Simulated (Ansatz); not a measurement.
Relaxed-ion elastic tensor of PbSe (CsCl type, Pm-3m) in GPa (Voigt order), r²SCAN in the plane-wave PAW code Ansatz; density 8.88 g/cm³, 26.75 Å³ per atom.

```
 105  27.4  27.4   0.0   0.0   0.0
27.4   105  27.4   0.0   0.0   0.0
27.4  27.4   105   0.0   0.0   0.0
 0.0   0.0   0.0   6.1   0.0   0.0
 0.0   0.0   0.0   0.0   6.1   0.0
 0.0   0.0   0.0   0.0   0.0   6.1
```

Is the crystal mechanically stable?

Yes: the smallest eigenvalue of C is 6.1 GPa.

Work out the Voigt, Reuss and Hill averages.

K_V = 53.2, K_R = 53.2, K_H = 53.2; G_V = 19.2, G_R = 9.2, G_H = 14.2 GPa.

Give Young's modulus, Poisson's ratio, Pugh's ratio and the universal anisotropy index.

E = 9KG/(3K + G) = 39.1 GPa; ν = 0.38; K/G = 3.75 (ductile by the Pugh limit of 1.75); A_U = 5G_V/G_R + K_V/K_R − 6 = 5.42.

Estimate the sound speeds and the Debye temperature.

v_l = √((K + 4G/3)/ρ) = 2850 m/s, v_t = √(G/ρ) = 1260 m/s, mean 1430 m/s; Θ = (h/k)(3n/4πV)^(1/3) v_m = 142 K.

Give the Zener ratio and Young's modulus along [100], [110] and [111].

A = 2C44/(C11 − C12) = 0.16; 1/E = S11 − 2(S11 − S12 − S44/2)Γ with Γ = 0, 1/4, 1/3 gives 93.6, 22.1, 17.6 GPa.

Solve the Christoffel equation for the three sound speeds along [100], [110], [111].

Eigenvalues of C_ijkl n_j n_l equal ρv². In km/s, slowest first: [100] 0.83, 0.83, 3.44; [110] 0.83, 2.09, 2.85; [111] 1.77, 1.77, 2.63.

The cell is a constructed one: a structure type filled with these elements; the Crystallography Open Database copy checked does not list it. It is not the phase usual at ambient conditions (space group No. 225). The r²SCAN relaxation kept the symmetry of its start; whether a distortion lowers the energy is not shown. As this level gives no gap, shear constants depend on the k-mesh and smearing (Fermi–Dirac, 0.1 eV here). Spin–orbit coupling is left out wherever it is not named.

Potentials: the later of the program's two PAW sets.
